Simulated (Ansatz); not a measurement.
# Two states of Yb2TeN2

```
CELL_PARAMETERS angstrom
0.00000 3.97758 0.00000
3.97758 0.00000 0.00000
1.98879 1.98879 -6.30345
ATOMIC_POSITIONS crystal
Yb 0.34400 0.34400 0.31200
Yb 0.65600 0.65600 0.68800
Te 0.00000 0.00000 0.00000
N 0.25000 0.75000 0.50000
N 0.75000 0.25000 0.50000
```

Level: PBE, with U_eff = 6.88 eV on Yb f (atomic projectors); 420 eV; 6×6×6 Γ-centred mesh; fermi-dirac occupations (width 0.1 eV); Ansatz 0.2.0, fixed geometry.

State A: Yb1 down, Yb2 down (collinear spin). State B: Yb1 up, Yb2 down (collinear spin).

Q: Compare the two self-consistent states.

A: State A is lower by 1.3 meV an atom at zero smearing. So small a gap isn't resolved on this mesh where a state is a metal.

```json
{"state": "A", "free energy (meV/atom)": "0.0", "largest moment in a small sphere (μB)": "0.94", "net moment (μB/cell)": "1.50", "gap on mesh (eV)": "metal", "pressure (GPa)": "-6.5", "largest force (eV/Å)": "1.58"}
{"state": "B", "free energy (meV/atom)": "1.1", "largest moment in a small sphere (μB)": "0.94", "net moment (μB/cell)": "0.00", "gap on mesh (eV)": "metal", "pressure (GPa)": "-6.5", "largest force (eV/Å)": "1.58"}
```

Origin: a known structure type with other elements, at an estimated volume, so it need not be a known compound. Caveats: another magnetic order, which this cell may not hold, can open a gap; atoms or cell far from equilibrium.
